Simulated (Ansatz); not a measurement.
Input:

Li:
Space group Fd-3m, origin choice 1 (No. 227); a = 5.8990 Å, b = 5.8990 Å, c = 5.8990 Å, α = 90.00°, β = 90.00°, γ = 90.00°

```tsv
atom	site	symmetry	x	y	z
Li	8b	-43m	0.5000	0.5000	0.5000
```
(The calculation used a cell of 2 atoms; values per cell refer to that cell.)

This is the PBE-relaxed structure.

Question: All from the program Ansatz at the PBE level (PAW), unless another level is named. Estimate the highest zone-centre frequency.

Answer: 301 cm⁻¹.

Question: What about the bulk modulus (Birch–Murnaghan fit)?

Answer: 5.5 GPa.

A made-up cell: these elements were put on the sites of a structure type; neither database checked (COD, Materials Project) lists it. It is not the phase usual at ambient conditions (space group No. 229). The cell was relaxed with PBE under the symmetry of its start. At this level the phase is dynamically unstable (imaginary phonons). As this level gives no gap, phonon frequencies hold no LO–TO term and depend on the k-mesh and smearing (Fermi–Dirac, 0.1 eV here).

Potentials: the later of the program's two PAW sets.
